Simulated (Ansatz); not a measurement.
**K2YAgCl6: zone-centre modes**

All numbers below come from DFT PBEsol, scalar-relativistic, plane waves, PAW (Ansatz 0.2.0). Settings: plane waves to 420 eV, k-mesh 4×4×4 (Γ-centred), Gaussian smearing 0.05 eV. No spin polarisation.

Reference structure (relaxed at this level; it needn't be the usual structure):

```
K Y Ag Cl
1.0
     0.00000    5.23719    5.23719
     5.23719    0.00000    5.23719
     5.23719    5.23719    0.00000
K Y Ag Cl
2 1 1 6
Direct
  0.75000 0.75000 0.75000
  0.25000 0.25000 0.25000
  0.50000 0.50000 0.50000
  0.00000 0.00000 0.00000
  0.74754 0.25246 0.25246
  0.25246 0.25246 0.74754
  0.25246 0.74754 0.74754
  0.25246 0.74754 0.25246
  0.74754 0.25246 0.74754
  0.74754 0.74754 0.25246
```

Harmonic modes by finite displacements of 0.02 Å, without the LO–TO term.

Question: At this geometry, is the structure stable against these modes?

Answer: No: 9 modes are unstable, the strongest at 64i cm⁻¹.

Question: List the wavenumbers in cm⁻¹.

Answer: 64i, 64i, 64i, 42i, 42i, 42i, 30i, 30i, 30i, 0, 0, 0, 35, 35, 35, 65, 65, 65, 114, 114, 114, 140, 140, 140, 225, 225, 276, 276, 276, 308.

Cost: 1 run of about 1.8 core-minutes, on Arm Neoverse V2 (shared hosts).